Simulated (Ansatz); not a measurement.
A relaxed cell of Ge2BiO2 is given with its symmetry left out. The cell was found from a structure generator's guess, not taken from experiment.

Method: Ansatz, DFT PBE, scalar-relativistic, plane waves, PAW. Cutoff 420 eV, Γ-centred mesh, Gaussian smearing, no spin polarisation.

```yaml
crystal:
  lattice:
    - [4.08914, 0.00000, 0.00000]
    - [0.00000, 4.08914, 0.00000]
    - [0.00000, 0.00000, 5.62840]
  atoms:
    - { symbol: Ge, position: [0.50000, 0.00000, 0.10544] }
    - { symbol: Ge, position: [0.00000, 0.50000, 0.10544] }
    - { symbol: Bi, position: [0.50000, 0.50000, 0.61693] }
    - { symbol: O, position: [0.50000, 0.00000, 0.44061] }
    - { symbol: O, position: [0.00000, 0.50000, 0.44061] }
```

Formation energies are uncorrected and refer to the elements' standard structures at the same level (O₂ as a molecule).

(1) What space group does it have?

(2) How far does it lie from the elements in energy?

(3) Is it a metal?

## Answers

(1) P4mm (No. 99). Conventional cell: a = 4.089 Å, c = 5.628 Å. Ge has 1 O at 1.89 Å; Bi is surrounded by 4 O at 2.27 Å; O is surrounded by 1 Ge at 1.89 Å and 2 Bi at 2.27 Å.

(2) −0.60 eV/atom.

(3) Yes, bands cross the Fermi level on the 10×10×8 mesh.

The last run used a 10×10×8 mesh (in the run's order of axes) for its 5-atom cell and Gaussian smearing of 0.10 eV. Weakly bound directions are ill-defined at this level, which has no dispersion term. Spin–orbit coupling, which can matter for Bi, is left out. An odd number of electrons in the primitive cell allows no gap without spin; a larger cell or a magnetic state could open one. A structure relaxed within its symmetry needn't be a true minimum. Another cell of Ge2BiO2 relaxed alike, in I4/mmm, lies 49 meV/atom lower, so this cell isn't the stable form at this level.
